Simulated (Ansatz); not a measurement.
Surface calculation: fcc Ni (111), 3 layers

The slab is cut from the fcc crystal, the stable phase, as relaxed on PAW files (10.89 Å³/atom), with 16 Å of vacuum and a dipole correction:

```
Ni
1.0
     2.48804    0.00000    0.00000
    -1.24402    2.15470    0.00000
     0.00000    0.00000   20.06290
Ni
3
Direct
  0.16667 0.33333 0.39874
  0.50000 0.00000 0.50000
  0.83333 0.66667 0.60126
```

All numbers are PBE results (scalar-relativistic) from Ansatz 0.2.0, with a Γ-centred 19×19×1 k mesh, Fermi–Dirac smearing of 0.05 eV, spin-polarised from start moments Ni1 1, Ni2 1, Ni3 1 μB. Methods: LAPW: all electrons, basis error target 1 meV/atom; PAW: frozen-core files, cutoff 420 eV.

The bulk energy comes from a cell in the slab's orientation on a 19×19×7 mesh. The surface energy is (E(slab) − N·E(bulk))/2A at zero smearing, the mean of both faces; thin slabs carry quantum-size effects.

Other magnetic orders may lie lower.

As cut, the LAPW slab lies 1.304 eV above 3 atoms of bulk. What surface energy is that?

Over two faces of 5.36 Å² it is 121.6 meV/Å², and times 16.02 J/m² per eV/Å² that gives γ = 1.949 J/m².

```tsv
method	γ as cut (J/m²)	γ relaxed (J/m²)	Φ as cut (eV)	Φ relaxed (eV)
LAPW	1.949	1.939	5.03	5.02
PAW	1.949	1.939	5.04	5.03
```

How do the spacings between the planes relax?

From the bottom face up: d12 -1.6 % of 2.031 Å, d23 -1.6 % of 2.031 Å.

How do the moments vary through the slab?

Ni1 0.76, Ni2 0.78, Ni3 0.76 μB in the LAPW spheres; the bulk has Ni 0.67 μB.

A field of 0.1 V/Å is applied along the normal, atoms held. What follows?

LAPW finds an induced dipole of 0.0214 e·Å a cell (PAW 0.0213), that is 7.22 Å for 4πα over the area, against 4.00 Å between the outer atoms.
